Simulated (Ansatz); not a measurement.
Computed with DFT PBE, scalar-relativistic, plane waves, PAW in Ansatz. Plane waves to 420 eV, an 8×8×8 mesh through Γ for the 10-atom cell and 0.02 eV Gaussian smearing; no spin polarisation.

Formation energies are uncorrected and count from the elements' standard states at the same level.

Question: Suggest a trial structure for a tetragonal semiconductor that holds Cd and 2 more elements, with a gap near 1.2 eV, a formation energy near −0.63 eV/atom and about 36 Å³ per atom, in a cell of 10 atoms.

Answer: Mg₂Cd₃Te₅, space group I-4m2 (No. 119). Mg has 4 Te at 2.82 Å; Cd on a site of symmetry 2mm has 4 Te at 2.86–2.87 Å; around Cd on a site of symmetry -4m2 lie 4 Te at 2.87 Å; around Te on a site of symmetry 2mm lie 2 Mg at 2.82 Å and 2 Cd at 2.87 Å; 2 more sites not described.

```cif
data_structure
_symmetry_space_group_name_H-M 'I-4m2'
_symmetry_Int_Tables_number 119
_cell_length_a 4.6555
_cell_length_b 4.6555
_cell_length_c 32.7766
_cell_angle_alpha 90.000
_cell_angle_beta 90.000
_cell_angle_gamma 90.000
_cell_volume 710.38
loop_
_atom_site_label
_atom_site_type_symbol
_atom_site_symmetry_multiplicity
_atom_site_Wyckoff_symbol
_atom_site_fract_x
_atom_site_fract_y
_atom_site_fract_z
_atom_site_occupancy
Mg1 Mg 4 e 0.00000 0.00000 0.40040 1
Cd1 Cd 4 e 0.50000 0.50000 0.30077 1
Cd2 Cd 2 a 0.00000 0.00000 0.00000 1
Te1 Te 4 f 0.50000 0.00000 0.35178 1
Te2 Te 4 f 0.00000 0.50000 0.44901 1
Te3 Te 2 c 0.00000 0.50000 0.25000 1
```

| Property | Result |
| --- | --- |
| Volume per atom | 35.52 Å³ |
| Density | 4.79 g/cm³ |
| Energy over the elements | −0.629 eV/atom |
| Gap on the 8×8×8 mesh of the 10-atom cell | 1.20 eV |

The cell was found from a structure generator's guess, not taken from experiment. The answer needn't be unique; the calculation gave this one.

Spin–orbit coupling, which can matter for Te, is left out. Kohn–Sham gaps at this level usually fall short of measured ones. The missing spin–orbit coupling can work the other way here. The reference form of Te is held partly by dispersion forces, which this level lacks. A later test with randomly moved atoms came back to the same energy, though modes that don't fit the test's cell weren't probed.
